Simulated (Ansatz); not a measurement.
# Structure relaxation, SiNi

The start is a relaxed SiNi cell displaced along its unstable phonon at q = (½, ½, 0) of its primitive reciprocal cell (329i cm⁻¹), largest move 0.15 Å. The structure is fully relaxed (lattice and positions, P = 0) with PBEsol (plane waves to 420 eV, PAW, scalar-relativistic; Ansatz, a program for electronic structure). First-step values are on the input's coarse k-mesh.

Ansatz input (later rounds restart from its end on a renewed k-mesh):
Ansatz 0.2 input:
```yaml
crystal:
  lattice:
    - [0, 4.6830415672, 4.6830415672]
    - [2.3415207836, 2.3415207836, 4.6830415672]
    - [2.3415207836, 2.3415207836, 0]
  atoms:
    - { symbol: Si, position: [0, -0.0320304652, 0.0320304652] }
    - { symbol: Si, position: [0.5, 0.0320304652, 0.9679695348] }
    - { symbol: Ni, position: [0, 0.4802305803, 0.5197694197] }
    - { symbol: Ni, position: [0.5, 0.5197694197, 0.4802305803] }
basis: { ecutwfc: 420, ecutrho_ratio: 4, xc_grid: 2, fft_grid_basis: typed }
kpoints: { mp_grid: { grid: [12, 12, 12] } }
hamiltonian:
  xc: pbesol
  dispersion: none
  pseudopotentials: { kind: paw }
scf: { occupations: { method: fermi_dirac, width: 0.05 } }
relax: { f_tol: 0.01, max_steps: 100, cell: { stress_tol: 0.02 } }
output: { forces: true, stress: true }
```

```json
{
  "largest_initial_force": "1.64 eV/Å, on Ni3, Ni4 (atoms numbered as listed)",
  "energy_released": "0.42 eV/atom",
  "volume_change": "-11.7 %, from 12.84 to 11.34 Å³/atom",
  "relative_to_the_parent": "It does not go back: it reaches P4/nmm (No. 129), 0.51 eV/atom below the parent",
  "Shortest distances (start → end)": "The closest pairs of elements (up to four, under 3.6 Å), start → end: Ni–Si 2.28 → 2.33 Å; Ni–Ni 3.18 → 2.64 Å; Si–Si 3.11 → 2.65 Å",
  "optimiser_moves": "8"
}
```

Relaxed structure:

```cif
data_Ni2Si2
_chemical_formula_sum 'Si2 Ni2'
_space_group_name_H-M_alt 'P4/nmm :1'
_space_group_IT_number 129
_space_group_name_Hall 'P 4ab 2ab -1ab'
_cell_length_a 3.11728
_cell_length_b 3.11728
_cell_length_c 4.66674
_cell_angle_alpha 90.000
_cell_angle_beta 90.000
_cell_angle_gamma 90.000
loop_
_space_group_symop_operation_xyz
  'x, y, z'
  '-y+1/2, x+1/2, z'
  '-x, -y, z'
  'y+1/2, -x+1/2, z'
  'x+1/2, -y+1/2, -z'
  '-y, -x, -z'
  '-x+1/2, y+1/2, -z'
  'y, x, -z'
  '-x+1/2, -y+1/2, -z'
  'y, -x, -z'
  'x+1/2, y+1/2, -z'
  '-y, x, -z'
  '-x, y, z'
  'y+1/2, x+1/2, z'
  'x, -y, z'
  '-y+1/2, -x+1/2, z'
loop_
_atom_site_label
_atom_site_type_symbol
_atom_site_symmetry_multiplicity
_atom_site_Wyckoff_symbol
_atom_site_fract_x
_atom_site_fract_y
_atom_site_fract_z
_atom_site_occupancy
Si1 Si 2 c 0.00000 0.50000 0.34317 1
Ni1 Ni 2 c 0.50000 0.00000 0.15639 1
```

Final values are on a 15×15×10 k-mesh of the relaxed cell. No spin polarisation in the result. A magnetic state may lie lower.

The run could not lose the symmetry of its start: the end is stationary, and may be a saddle point rather than a minimum.

The relaxed structure here is a generated cell of SiNi: the first start was made by placing the elements on the sites of a structure type, and the end was not matched to a known phase here, so it may be hypothetical. Known forms of SiNi include space group No. 62.
